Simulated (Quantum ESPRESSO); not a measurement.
InP (zinc blende, space group F-43m, No. 216) has a direct gap of 0.65 eV with norm-conserving PBE (stringent potentials; Quantum ESPRESSO, 82 Ry, without SOC). After an isotropic strain (on all lattice vectors, atoms relaxed) the gap is direct, 0.82 eV.

Q: Which strain was applied?
A) -2 %
B) -1 %
C) -3 %
D) +0.5 %
E) -0.5 %

A: B, -1 %. Gaps found: -3 %: 1.15 eV (direct); -2 %: 0.98 eV (direct); -1 %: 0.82 eV (direct); -0.5 %: 0.74 eV (direct); 0 %: 0.65 eV (direct); 0.5 %: 0.57 eV (direct); 1 %: 0.49 eV (direct).
